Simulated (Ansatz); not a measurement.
Relaxed-ion elastic tensor of Ba (bcc (W type), space group No. 229) in GPa (Voigt order), plane-wave PAW r²SCAN (Ansatz code); density 3.50 g/cm³, 65.21 Å³ per atom.

```
12.4   6.3   6.3   0.0   0.0   0.0
 6.3  12.4   6.3   0.0   0.0   0.0
 6.3   6.3  12.4   0.0   0.0   0.0
 0.0   0.0   0.0   9.0   0.0   0.0
 0.0   0.0   0.0   0.0   9.0   0.0
 0.0   0.0   0.0   0.0   0.0   9.0
```

Q: Is the crystal mechanically stable?

A: Yes: the smallest eigenvalue of C is 6.1 GPa.

Q: Work out the Voigt, Reuss and Hill averages.

A: K_V = 8.3, K_R = 8.3, K_H = 8.3; G_V = 6.6, G_R = 5.1, G_H = 5.8 GPa.

Q: Give Young's modulus, Poisson's ratio, Pugh's ratio and the universal anisotropy index.

A: E = 9KG/(3K + G) = 14.2 GPa; ν = 0.21; K/G = 1.42 (brittle by the Pugh limit of 1.75); A_U = 5G_V/G_R + K_V/K_R − 6 = 1.53.

Q: Estimate the sound speeds and the Debye temperature.

A: v_l = √((K + 4G/3)/ρ) = 2150 m/s, v_t = √(G/ρ) = 1290 m/s, mean 1430 m/s; Θ = (h/k)(3n/4πV)^(1/3) v_m = 106 K.

Q: Give the Zener ratio and Young's modulus along [100], [110] and [111].

A: A = 2C44/(C11 − C12) = 2.93; 1/E = S11 − 2(S11 − S12 − S44/2)Γ with Γ = 0, 1/4, 1/3 gives 8.2, 14.6, 19.8 GPa.

Q: Solve the Christoffel equation for the three sound speeds along [100], [110], [111].

A: Eigenvalues of C_ijkl n_j n_l equal ρv². In km/s, slowest first: [100] 1.60, 1.60, 1.88; [110] 0.94, 1.60, 2.29; [111] 1.20, 1.20, 2.41.

Space group Im-3m (bcc (W type)). The r²SCAN relaxation kept the symmetry of its start. As this level gives no gap, shear constants depend on the k-mesh and smearing (Fermi–Dirac, 0.1 eV here). Spin–orbit coupling is left out wherever it is not named.

Potentials: the earlier of the program's two PAW sets.
